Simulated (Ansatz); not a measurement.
# Guessed and relaxed cells of In₃Se

Recipe of this trial structure of In₃Se: random cell by space group and Wyckoff sites (Pm-3m, No. 221). The dimensions are guesses.

POSCAR.start

```
In Se
1.0
     5.06057    0.00000    0.00000
     0.00000    5.06057    0.00000
     0.00000    0.00000    5.06057
In Se
3 1
Direct
  0.00000 0.50000 0.50000
  0.50000 0.00000 0.50000
  0.50000 0.50000 0.00000
  0.00000 0.00000 0.00000
```

Theory: Ansatz 0.2.0, DFT PBE, scalar-relativistic, plane waves, PAW. Cutoff 420 eV, Gaussian smearing, Γ-centred meshes. Cell and atoms relax first on a coarse mesh and then on a finer one. In between, the cell is made exact in the group found at 0.06 Å. In metals the finer mesh still leaves noise of several meV/atom or more. The steps can't lower the symmetry of their start. No spin polarisation.

POSCAR.end

```
In Se
1.0
     4.78818    0.00000    0.00000
     0.00000    4.78818    0.00000
     0.00000    0.00000    4.78818
In Se
3 1
Direct
  0.00000 0.50000 0.50000
  0.50000 0.00000 0.50000
  0.50000 0.50000 0.00000
  0.00000 0.00000 0.00000
```

The symmetry stays Pm-3m (No. 221). The volume per atom shrinks by 15.3 %, from 32.4 to 27.4 Å³. The shortest distance goes from 3.58 Å (In–Se and In–In) to 3.39 Å (In–Se and In–In).

| Quantity | Value |
| --- | --- |
| Volume per atom | 27.44 Å³ |
| Density | 6.40 g/cm³ |
| Formation energy | −0.12 eV/atom |
| Gap on the 10×10×10 mesh of the 4-atom cell | 0 eV (a metal) |

Formation energies are uncorrected and refer to the elements' standard structures at the same level. Whether it is stable depends on the other phases of the system, which aren't compared here.

The last run used Gaussian smearing of 0.10 eV. An odd number of electrons in the primitive cell allows no gap without spin; a larger cell or a magnetic state could open one. The reference form of Se is held partly by dispersion forces, which this level lacks. Symmetry constrained the relaxation, so the result can be a saddle point. In all, the 3 runs took 37 s on 1 thread of Intel(R) Xeon(R) 6975P-C (Granite Rapids), with other jobs on the host.
